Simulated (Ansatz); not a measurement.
V$_{2}$SiB$_{2}$:
```
CELL_PARAMETERS angstrom
      2.97467     0.00000     0.00000
     -1.48733     2.57614     0.00000
      0.00000     0.00000     6.56816
ATOMIC_POSITIONS crystal
  V  0.33333 0.66667 0.72222
  V  0.33333 0.66667 0.27778
  Si 0.00000 0.00000 0.00000
  B  0.00000 0.00000 0.50000
  B  0.66667 0.33333 0.50000
```

Relaxed with r²SCAN. Special points in fractions of this cell's reciprocal vectors: Γ (0.000, 0.000, 0.000); M (0.500, 0.000, 0.000); K (0.333, 0.333, 0.000); A (0.000, 0.000, 0.500); L (0.500, 0.000, 0.500); H (0.333, 0.333, 0.500).

### Question
List the band energies nearest the Fermi level at these points for DFT-r²SCAN in the program Ansatz with PAW potentials.

### Answer
In eV from the Fermi level; about four levels below and three above (degenerate sets whole), none deeper than 8.9 eV; points with the same levels are listed once.

```tsv
k	below	above
Γ	-0.76 -0.76 -0.22 -0.22	1.04 1.04 1.35
M	-4.31 -3.72 -2.61 -2.23	0.48 0.89 1.50
K	-3.70 -3.26 -2.18 -0.92	1.09 1.20 1.60
A	-0.57 -0.57 -0.37 -0.37	0.70 0.70 1.04
L	-3.19 -3.13 -1.93 -0.37	1.22 1.90 2.07
H	-3.18 -3.17 -3.07 -1.31	1.20 2.23 2.32
```

Space group P-6m2. The start of the workflow was typed in or built on a structure type; neither database checked (COD, Materials Project) lists it. Whether it is the stable phase at ambient conditions was not checked. The cell was relaxed with r²SCAN under the symmetry of its start; whether a distortion lowers the energy is not shown. The workflow began spin-polarised and lost its moments.

Potentials: the earlier of the program's two PAW sets.
